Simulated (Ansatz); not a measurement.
Ansatz (a first-principles code) input:

Ansatz 0.2 input:
```yaml
crystal:
  lattice:
    - [0.0, 2.7103746857, 2.7103746857]
    - [2.7103746857, 0.0, 2.7103746857]
    - [2.7103746857, 2.7103746857, 0.0]
  atoms:
    - { symbol: K, position: [0.0, 0.0, 0.0] }
    - { symbol: F, position: [0.5, 0.5, 0.5] }
kpoints:
  mp_grid: { grid: [9, 9, 9] }
basis: { xc_grid: 2 }
hamiltonian:
  xc: pbe
  pseudopotentials: { kind: paw }
scf:
  occupations: { method: fixed }
checkpoint: { read: static.run }
output: { bader: true, populations: true }
```

Output (shortened):

```
Pseudopotential: K, paw, valence charge 9
Pseudopotential: F, paw, valence charge 7
Functional definition: PBE
Crystal: 2 atoms, lattice volume = 39.822 Å³
Basis set: ecut = 420 eV, 749 PW (Γ), exchange–correlation on 54×54×54 points (8 copies of the dense FFT grid, shifted against one another)
Bands: 12, of which v1, the nominal top of the filled ones, is band 8 counted from 1 (7 counted from 0)
Symmetry: 48 space group operations
Space group: Fm-3m (ITA 225), of the structure as read, at distance tolerance 3.4e-5 Å
k-points: 35 of 729
Stability of the state it starts from, as read at its close in the unpolarized treatment …
iter 1 solved again at ethr=7.59e-7 eV; its pass at ethr=3.10e-3 eV (dr2=1.21e-4 eV) is discarded
SCF iter   1: F=—  HF=-2348.802982 eV  |F-HF|=—  |Δ(HF+E_count)|=         —  Δρ=5.38e-7  dr2=4.26e-11  ethr=7.59e-7  ⟨swp⟩=2.1  Hψ=3278  notcnv=0  defer=66
preconditioner: auto → none
SCF iter   2: F=—  HF=-2348.802982 eV  |F-HF|=—  |Δ(HF+E_count)|=   3.03e-7  Δρ=4.46e-7  dr2=4.63e-11  ethr=1.00e-12  ⟨swp⟩=6.5  Hψ=2299  notcnv=0
SCF iter   3: F=-2348.802982 eV  HF=-2348.802982 eV  |F-HF|=2.73e-12  |Δ(HF+E_count)|=  8.19e-12  Δρ=2.13e-7  dr2=6.01e-12  ethr=1.00e-12  ⟨swp⟩=1.0  Hψ=980  notcnv=0
SCF 1 converged in 3 iterations: F = -2348.802982 eV  dr2 = 6.01e-12
SCF converged after 3 iterations
Free energy (F): -2348.802982 eV
Harris-Foulkes:  -2348.802982 eV  (|F-HF|=2.73e-12)
Internal energy: -2348.802982 eV  (E = F + TS)
E sigma→0 (E₀):  -2348.802982 eV
Fermi energy:    1.172513 eV
--- Per-component energies (eV) ---
  E_band       = -130.696040
  E_kinetic    = 461.762140
  E_local      = -1133.154399  (includes V_loc(G=0)·N_el)
  E_nonlocal   = 85.889123
  E_hartree    = 409.137100
  E_xc         = -216.303276
  E_vxc        = -268.855926  (∫ρ·V_xc dr)
  E_paw        = -982.117890  (= ΣΔE_a)
  E_vpaw       = -94.613235  (= ΣTr[D̂ρ^β])
  E_aug_tail   = 0.002057  (compensation charges beyond the density's cutoff)
  E_ewald      = -974.017838
  E_smearing   =  0.000000  (= −TS)
  E_closure    = 0.000000  (closes the sum)
  Σ components = -2348.802982   (vs F -2348.802982, Δ=0.00e0)
  [band-id]    e_kinetic+e_local+e_nonlocal+2·e_hartree+e_vxc+e_vpaw+e_augmentation_tail = -130.696040   (vs E_band -130.696040, Δ=2.98e-7)
--- Band table (eV; the first three rows and the last of 35) ---
  k-point 0: bands = ["-25.0737", "-17.4588", "-8.3534", "-8.3534", "-8.3534", "1.1725", "1.1725", "1.1725", "7.1333", "11.7248", "11.7248", "11.7248"]
  k-point 1: bands = ["-25.0647", "-17.4666", "-8.3831", "-8.3574", "-8.3574", "1.0661", "1.1340", "1.1340", "7.4654", "11.5249", "11.8813", "11.8813"]
  k-point 2: bands = ["-25.0420", "-17.4865", "-8.4580", "-8.3676", "-8.3676", "0.8261", "1.0393", "1.0393", "8.3328", "11.1885", "12.2854", "12.2854"]
  k-point 34: bands = ["-24.9785", "-17.4892", "-8.6973", "-8.6560", "-8.4359", "0.7917", "0.9657", "1.0145", "10.5271", "10.9490", "12.1600", "14.2548"]
--- Löwdin populations: 2 sites ---
  site symbol       q [e]
     0      K      8.1430
     1      F      7.7796
  spilling = 0.004840 (of n_electrons = 16.000000)
--- Bader charges: 2 sites ---
  site symbol  charge [e]  shift [e]
     0      K      0.8608     0.0000
     1      F     -0.8608     0.0000
  shift: an alarm, by how much a part of what the PAW files miss would move the charge. Where it is large, compare
  with a run on PAW files of another source; a small one proves nothing
  estimated error of the sums over rays = 7.2e-5 e
```

Cost: about 11 core-seconds (a rough figure) on shared cores.

Symmetry was held in the PBE relaxation; phonons on a q-mesh show no instability.

Potentials: the later of the program's two PAW sets.

Ansatz is a plane-wave DFT program.
